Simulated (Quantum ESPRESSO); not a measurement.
# Ti2TaO5F3: input and log of a self-consistent run

Simulated, not a measurement. The program is pw.x of Quantum ESPRESSO 7.5 (plane-wave density functional theory). The cell is made up: 11 atoms on a fluorite lattice with one site empty, with randomly drawn elements, strain and displacements, not relaxed. PseudoDojo standard norm-conserving files (v0.5 for PBE, v0.4.1 for LDA and PBEsol) set the functional; there is no spin polarisation, spin-orbit coupling or dispersion term, and the masses in the input are unused placeholders. A spin-polarised start on this cell or one of its family kept no moment above 0.05 Bohr magneton at the same smearing; a narrower smearing was not tried.

Input:

```
&control calculation='scf', pseudo_dir='./dojo.nc.sr.pbe.v0_5.standard.upf', outdir='./o', disk_io='low', tprnfor=.true., tstress=.true. /
&system ibrav=0, nat=11, ntyp=4, nbnd=54, ecutwfc=84.00895049, nosym=.true., tot_charge=0,
 occupations='smearing', smearing='fd', degauss=0.0073498644
/
&electrons conv_thr=7.350e-09, electron_maxstep=60, /
ATOMIC_SPECIES
F 1.0 F.upf
O 1.0 O.upf
Ta 1.0 Ta.upf
Ti 1.0 Ti.upf
CELL_PARAMETERS angstrom
4.7831 -0.0082 0.0207
-0.0082 4.7449 0.0336
0.0207 0.0336 4.7411
ATOMIC_POSITIONS angstrom
Ti -0.0073 0.0167 0.1054
Ti 2.5585 0.0064 2.3099
Ta 2.5404 2.5507 -0.1276
O 1.1598 1.0636 1.1183
O 1.0906 1.1407 3.5068
O 1.2162 3.5392 1.1629
O 1.2466 3.5606 3.5562
O 3.5561 1.2241 1.155
F 3.5369 1.2223 3.6929
F 3.434 3.6046 1.3813
F 3.603 3.6786 3.519
K_POINTS automatic
7 7 7 1 1 1
```

The log is shortened where brackets say so; the opening notice, blank lines, dates and the lines on written files are dropped, and the path of the files is cut. It prints rydbergs, bohrs and kilobars, and counts compression as positive stress.

```
     Program PWSCF v.7.5
     Parallel version (MPI & OpenMP), running on       4 processor cores
     Number of MPI processes:                 4
     Threads/MPI process:                     1
     [start-up lines left out]
     bravais-lattice index     =            0
     lattice parameter (alat)  =       9.0388  a.u.
     unit-cell volume          =     726.0740 (a.u.)^3
     number of atoms/cell      =           11
     number of atomic types    =            4
     number of electrons       =        88.00
     number of Kohn-Sham states=           54
     kinetic-energy cutoff     =      84.0090  Ry
     charge density cutoff     =     336.0358  Ry
     scf convergence threshold =      7.3E-09
     mixing beta               =       0.7000
     number of iterations used =            8  plain     mixing
     Exchange-correlation= PBE
                           (   1   4   3   4   0   0   0)
     [axes and pseudopotential details left out]
   Cartesian axes
     site n.     atom                  positions (alat units)
         1        Ti     tau(   1) = (  -0.0015262   0.0034914   0.0220357  )
         2        Ti     tau(   2) = (   0.5348983   0.0013380   0.4829242  )
         3        Ta     tau(   3) = (   0.5311142   0.5332676  -0.0266770  )
         4        O      tau(   4) = (   0.2424761   0.2223638   0.2337998  )
         5        O      tau(   5) = (   0.2280087   0.2384829   0.7331567  )
         6        O      tau(   6) = (   0.2542675   0.7399305   0.2431242  )
         7        O      tau(   7) = (   0.2606231   0.7444046   0.7434847  )
         8        O      tau(   8) = (   0.7434638   0.2559191   0.2414726  )
         9        F      tau(   9) = (   0.7394497   0.2555428   0.7720641  )
        10        F      tau(  10) = (   0.7179367   0.7536035   0.2887845  )
        11        F      tau(  11) = (   0.7532690   0.7690745   0.7357074  )
     number of k points=   172  Fermi-Dirac smearing, width (Ry)=  0.0073
     Number of k-points >= 100: set verbosity='high' to print them.
     Dense  grid:    75521 G-vectors     FFT dimensions: (  54,  54,  54)
     Estimated max dynamical RAM per process >     462.11 MB
     Estimated total dynamical RAM >       1.75 GB
     Initial potential from superposition of free atoms
     starting charge      87.9959, renormalised to      88.0000
     Starting wfcs are   62 randomized atomic wfcs
     total cpu time spent up to now is        8.7 secs
     per-process dynamical memory:   413.7 Mb
     Self-consistent Calculation
     iteration #  1     ecut=    84.01 Ry     beta= 0.70
     Davidson diagonalization with overlap
     ethr =  1.00E-02,  avg # of iterations =  2.0
     total cpu time spent up to now is       28.5 secs
     total energy              =    -678.43603089 Ry
     estimated scf accuracy    <       5.22834015 Ry
     iteration #  2     ecut=    84.01 Ry     beta= 0.70
     Davidson diagonalization with overlap
     ethr =  5.94E-03,  avg # of iterations =  6.2
     total cpu time spent up to now is       58.4 secs
     total energy              =    -670.19489647 Ry
     estimated scf accuracy    <      99.20500281 Ry
     iteration #  3     ecut=    84.01 Ry     beta= 0.70
     Davidson diagonalization with overlap
     ethr =  5.94E-03,  avg # of iterations =  6.9
     total cpu time spent up to now is       87.5 secs
     total energy              =    -681.32090125 Ry
     estimated scf accuracy    <       2.12363593 Ry
     iteration #  4     ecut=    84.01 Ry     beta= 0.70
     Davidson diagonalization with overlap
     ethr =  2.41E-03,  avg # of iterations =  2.1
     total cpu time spent up to now is      105.5 secs
     total energy              =    -681.44315761 Ry
     estimated scf accuracy    <       1.06865702 Ry
     iteration #  5     ecut=    84.01 Ry     beta= 0.70
     Davidson diagonalization with overlap
     ethr =  1.21E-03,  avg # of iterations =  1.0
     total cpu time spent up to now is      121.5 secs
     total energy              =    -681.34210395 Ry
     estimated scf accuracy    <       0.68804526 Ry
     [iterations 6 to 14 left out]
     iteration # 15     ecut=    84.01 Ry     beta= 0.70
     Davidson diagonalization with overlap
     ethr =  2.79E-08,  avg # of iterations =  2.0
     total cpu time spent up to now is      327.6 secs
     total energy              =    -681.36841472 Ry
     estimated scf accuracy    <       0.00000384 Ry
     iteration # 16     ecut=    84.01 Ry     beta= 0.70
     Davidson diagonalization with overlap
     ethr =  4.36E-09,  avg # of iterations =  2.3
     total cpu time spent up to now is      347.5 secs
     total energy              =    -681.36841510 Ry
     estimated scf accuracy    <       0.00000100 Ry
     iteration # 17     ecut=    84.01 Ry     beta= 0.70
     Davidson diagonalization with overlap
     ethr =  1.13E-09,  avg # of iterations =  5.1
     total cpu time spent up to now is      370.0 secs
     total energy              =    -681.36841526 Ry
     estimated scf accuracy    <       0.00000014 Ry
     iteration # 18     ecut=    84.01 Ry     beta= 0.70
     Davidson diagonalization with overlap
     ethr =  1.56E-10,  avg # of iterations =  3.9
     total cpu time spent up to now is      392.4 secs
     total energy              =    -681.36841528 Ry
     estimated scf accuracy    <       0.00000003 Ry
     iteration # 19     ecut=    84.01 Ry     beta= 0.70
     Davidson diagonalization with overlap
     ethr =  3.89E-11,  avg # of iterations =  2.9
     total cpu time spent up to now is      414.0 secs
     End of self-consistent calculation
     Number of k-points >= 100: set verbosity='high' to print the bands.
     the Fermi energy is    12.0568 ev
!    total energy              =    -681.36841528 Ry
     estimated scf accuracy    <          5.5E-09 Ry
     smearing contrib. (-TS)   =      -0.00498538 Ry
     internal energy E=F+TS    =    -681.36342991 Ry
     The total energy is F=E-TS. E is the sum of the following terms:
     one-electron contribution =    -214.92633465 Ry
     hartree contribution      =     158.12236191 Ry
     xc contribution           =    -139.89589743 Ry
     ewald contribution        =    -484.66355974 Ry
     convergence has been achieved in  19 iterations
     Forces acting on atoms (cartesian axes, Ry/au):
     atom    1 type  4   force =     0.30578572    0.12309055    0.05828846
     atom    2 type  4   force =    -0.38047451    0.24589520   -0.02594449
     atom    3 type  3   force =    -0.44339704   -0.13796335    0.12217872
     atom    4 type  2   force =     0.03038388   -0.00496024   -0.01252126
     atom    5 type  2   force =     0.07283035   -0.00357383    0.03063993
     atom    6 type  2   force =     0.02284710   -0.01389660   -0.02226158
     atom    7 type  2   force =     0.07498090   -0.02275283    0.02462499
     atom    8 type  2   force =    -0.02414270   -0.02900881    0.03280242
     atom    9 type  1   force =     0.03145615   -0.03734060   -0.10342385
     atom   10 type  1   force =     0.16533070   -0.12897368   -0.11642921
     atom   11 type  1   force =     0.14439945    0.00948418    0.01204585
     Total force =     0.811186     Total SCF correction =     0.000149
     Computing stress (Cartesian axis) and pressure
          total   stress  (Ry/bohr**3)                   (kbar)     P=      240.05
   0.00086769  -0.00019335  -0.00018691          127.64      -28.44      -27.50
  -0.00019335   0.00199160   0.00032112          -28.44      292.98       47.24
  -0.00018691   0.00032112   0.00203621          -27.50       47.24      299.54
     init_run     :      8.29s CPU      8.69s WALL (       1 calls)
     electrons    :    402.80s CPU    405.24s WALL (       1 calls)
     forces       :      4.40s CPU      4.42s WALL (       1 calls)
     stress       :     15.07s CPU     15.08s WALL (       1 calls)
     [timing details left out]
     PWSCF        :   7m10.76s CPU   7m13.72s WALL
     JOB DONE.
```

In other units: free energy -9270.490 eV for the cell, pressure 24.01 GPa, largest force component 11.400 eV/Å. A rerun of a related cell, with the same atoms placed differently, at a cutoff of 1437 eV and k mesh 9 x 9 x 9 moved values by no more than 0.004 eV in energy, 0.04 GPa in stress and 0.003 eV/Å in force.